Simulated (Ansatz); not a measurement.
## Property card for SiO2

SiO₂:
Space group P3₁21 (No. 152); a = b = 4.9210 Å, c = 5.4166 Å, α = β = 90.00°, γ = 120.00°

```csv
atom,site,symmetry,x,y,z
Si,3a,.2.,0.5310,0.5310,0.0000
O,6c,1,0.4132,0.2690,0.2154
```

Space group P3_121 (No. 152); conventional cell a = 4.9210 Å, b = 4.9210 Å, c = 5.4166 Å, α = 90.00°, β = 90.00°, γ = 120.00°.

Method: plane-wave PAW r²SCAN (Ansatz code). Geometry: relaxed at this level of theory. Other levels are named where they apply.

**Cell and energy**

```json
{
 "volume_per_atom": "12.62 Å³",
 "density": "2.63 g/cm³",
 "Formation energy from the elements (no fitted shifts)": "-289 kJ/mol of atoms"
}
```

**Electronic structure**

```json
{
  "band_gap": "6.60 eV (indirect)",
  "valence_band_maximum": "at K",
  "conduction_band_minimum": "at Γ",
  "smallest_direct_gap_on_the_standard_path": "6.89 eV"
}
```

Symmetry was held in the r²SCAN relaxation. The references are the lowest solids computed at this level, not always the standard phases (solids in place of the gases).

Potentials: the earlier of the program's two PAW sets.
